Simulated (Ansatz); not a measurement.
Method: DFT PBE, scalar-relativistic, plane waves, PAW, and for the lanthanide a 4f-in-core norm-conserving potential, in Ansatz. Settings: cutoff 660 eV, Γ-centred meshes spaced at most about 0.3 Å⁻¹, and about 0.25 Å⁻¹ or finer for metals (2π included), Gaussian smearing. No spin polarisation in the final relaxations.

These are static total energies at zero pressure. All come from trial cells, and lower structures may exist.

**Question.** These unrelaxed guesses for Nd2AlAs3 are each relaxed within their symmetry. Order them by the energy at which they end, lowest first.
A.

```
Nd Al As
1.0
     4.44399    0.00000    0.00000
    -2.22199    3.84861    0.00000
     0.00000    0.00000    8.82866
Nd Al As
2 1 3
Direct
  0.00000 0.00000 0.24507
  0.00000 0.00000 0.75493
  0.33333 0.66667 0.00000
  0.33333 0.66667 0.50000
  0.66667 0.33333 0.00000
  0.66667 0.33333 0.50000
```

B.

```
Nd Al As
1.0
     5.85711    0.00000    0.00000
    -2.92855    5.07240    0.00000
     0.00000    0.00000    4.62424
Nd Al As
2 1 3
Direct
  0.66667 0.33333 0.50000
  0.33333 0.66667 0.50000
  0.00000 0.00000 0.50000
  0.33333 0.66667 0.00000
  0.00000 0.00000 0.00000
  0.66667 0.33333 0.00000
```

C.

```
Nd Al As
1.0
     6.55996    0.00000    0.00000
    -3.27998    5.68109    0.00000
     0.00000    0.00000    3.55000
Nd Al As
2 1 3
Cartesian
  0.0000 3.7874 0.0000
  3.2800 1.8937 0.0000
  0.0000 0.0000 0.0000
  3.2800 0.0000 1.7750
  1.6400 2.8405 1.7750
  -1.6400 2.8405 1.7750
```

**Answer.** A (ends in P-6m2, 0 meV/atom), C (ends in P6/mmm, 219 meV/atom), B (ends in P6/mmm, 0.81 eV/atom).

Cells relaxed within their symmetry can be saddle points. Some types were kept out of the candidates beforehand, so the set may lack a known form.

The lanthanide is trivalent by construction, without f bands, f moments or other valences.
